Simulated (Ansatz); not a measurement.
Method: DFT PBE, scalar-relativistic, plane waves, PAW in Ansatz. The final run on the 9-atom cell used 420 eV, a Γ-centred 8×8×4 mesh, 0.10 eV smearing and no spin polarisation.

Formation energies are uncorrected and count from the elements' standard states at the same level.

Problem. Give a relaxed trial structure of an orthorhombic metal that holds Sb and 2 more elements, with a formation energy near −0.81 eV/atom and about 25 Å³ per atom, in a cell of 9 atoms. Its symmetry should be Cmmm (No. 65).

Solution. Sr2Sb2O5, space group Cmmm (No. 65). Sr has 4 O at 2.47–2.48 Å and 2 Sb at 3.33 Å; around Sb lie 1 O at 1.93 Å, 2 O at 3.16 Å and 2 Sr at 3.33 Å; around O on a site of symmetry mmm lie 2 Sb at 1.93 Å; O on a site of symmetry m2m has 1 O at 1.26 Å; 1 more site not described.

```
Sr Sb O
1.0
     3.39893   -3.57568    0.00000
     3.39893    3.57568    0.00000
     0.00000    0.00000    9.34432
Sr Sb O
2 2 5
Direct
  0.73531 0.26469 0.00000
  0.26469 0.73531 0.00000
  0.00000 0.00000 0.29304
  0.00000 0.00000 0.70696
  0.00000 0.00000 0.50000
  0.58813 0.41187 0.50000
  0.41187 0.58813 0.50000
  0.23292 0.23292 0.00000
  0.76708 0.76708 0.00000
```

* Volume per atom: 25.24 Å³
* Density: 3.65 g/cm³
* Formation energy: −0.81 eV/atom
* Gap on the 8×8×4 mesh of the 9-atom cell: 0 eV (a metal)

The structure comes from a generated guess, relaxed at this level; another structure or a mixture of phases may lie lower. Other answers may fit too; this one was computed.

These runs have no spin–orbit coupling, which can matter for Sb. A structure relaxed within its symmetry needn't be a true minimum.
